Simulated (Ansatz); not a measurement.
YSi under strain

Method: DFT PBEsol, scalar-relativistic, plane waves, PAW (Ansatz). Settings: 420 eV cutoff, 8×4×10 k-mesh, Gaussian smearing of 0.10 eV, no spin polarisation.

Starting point, cell and atoms relaxed:

```yaml
crystal:
  lattice:
    - [4.23416, 0.00000, 0.00000]
    - [0.00000, 10.45325, 0.00000]
    - [0.00000, 0.00000, 3.80807]
  atoms:
    - { symbol: Y, position: [0.50000, 0.35967, 0.75000] }
    - { symbol: Y, position: [0.00000, 0.14033, 0.25000] }
    - { symbol: Y, position: [0.00000, 0.85967, 0.75000] }
    - { symbol: Y, position: [0.50000, 0.64033, 0.25000] }
    - { symbol: Si, position: [0.50000, 0.07623, 0.75000] }
    - { symbol: Si, position: [0.00000, 0.42377, 0.25000] }
    - { symbol: Si, position: [0.00000, 0.57623, 0.75000] }
    - { symbol: Si, position: [0.50000, 0.92377, 0.25000] }
```

Deformation: biaxial strain in the a-b plane, with the length and tilt of c and the atoms relaxed, all within the symmetry that the strain leaves. Energies are extrapolated to zero smearing. On this cell's mesh the reference holds a stress of up to 0.19 GPa.

```tsv
strain (%)	ΔE (meV/atom)	a (Å)	b (Å)	c (Å)
-3.0	28.4	4.107	10.140	3.867
-2.0	12.6	4.149	10.244	3.844
-1.0	3.2	4.192	10.349	3.823
+0.0	0.0	4.234	10.453	3.808
+1.0	2.4	4.277	10.558	3.786
+2.0	10.2	4.319	10.662	3.768
+3.0	22.8	4.361	10.767	3.751
```

What stiffness (1/V) d²E/dε² at zero strain does a cubic fit over all points give?

A cubic fit gives (1/V) d²E/dε² = 433 GPa at zero strain (twice the biaxial modulus).

How does the free axis c answer a small strain?

Between the innermost points its strain is -0.49 times the applied one.